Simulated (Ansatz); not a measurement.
These are results of DFT PBE, scalar-relativistic, plane waves, PAW in Ansatz, not measurements. Settings: cutoff 420 eV, Γ-centred meshes spaced at most about 0.3 Å⁻¹, and about 0.25 Å⁻¹ or finer for metals (2π included), Gaussian smearing. Collinear spin in cells that started with moments and kept them past the coarse steps, no spin elsewhere.

These are static total energies at zero pressure. All come from trial cells, and lower structures may exist.

Task: These unrelaxed guesses for Nb₂Te₂S are each relaxed within their symmetry. Order them by the energy at which they end, lowest first.
A.

```
Nb Te S
1.0
     4.15354    0.00000    0.00000
    -2.07677    3.59707    0.00000
     0.00000    0.00000    7.35047
Nb Te S
2 2 1
Direct
  0.33333 0.66667 0.29000
  0.66667 0.33333 0.71000
  0.33333 0.66667 0.62000
  0.66667 0.33333 0.38000
  0.00000 0.00000 0.00000
```

B.

```
Nb Te S
1.0
     2.01427    1.16294    9.33558
    -2.01427    1.16294    9.33558
     0.00000   -2.32588    9.33558
Nb Te S
2 2 1
Direct
  0.60800 0.60800 0.60800
  0.39200 0.39200 0.39200
  0.21200 0.21200 0.21200
  0.78800 0.78800 0.78800
  0.00000 0.00000 0.00000
```

C.

```
Nb Te S
1.0
    -2.35598    2.35598    5.51533
     2.35598   -2.35598    5.51533
     2.35598    2.35598   -5.51533
Nb Te S
2 2 1
Direct
  0.75000 0.25000 0.50000
  0.25000 0.75000 0.50000
  0.37500 0.37500 0.00000
  0.62500 0.62500 0.00000
  0.00000 0.00000 0.00000
```

D.

```
Nb Te S
1.0
     2.76877   -4.11668    0.00000
     2.76877    4.11668    0.00000
     0.00000    0.00000    5.59446
Nb Te S
2 2 1
Cartesian
  4.2832 0.0000 0.0000
  1.2543 0.0000 0.0000
  1.3844 2.0583 0.0000
  1.3844 -2.0583 0.0000
  0.0000 0.0000 2.7972
```

Result: A (ends in P-3m1, 0 meV/atom), B (ends in R-3m, 61 meV/atom), D (ends in Cmmm, 0.70 eV/atom), C (ends in I4/mmm, 0.97 eV/atom).

Weakly bound directions are ill-defined at this level, which has no dispersion term (P-3m1, R-3m), and this can change margins and order among such cells. These runs have no spin–orbit coupling, which can matter for Te. A magnetic state wasn't ruled out in cells without spin, among them P-3m1, R-3m. The magnetic state reached may not be the lowest. Cells relaxed within their symmetry can be saddle points. Some candidate types were left out of the draw beforehand, so a known form may be missing.
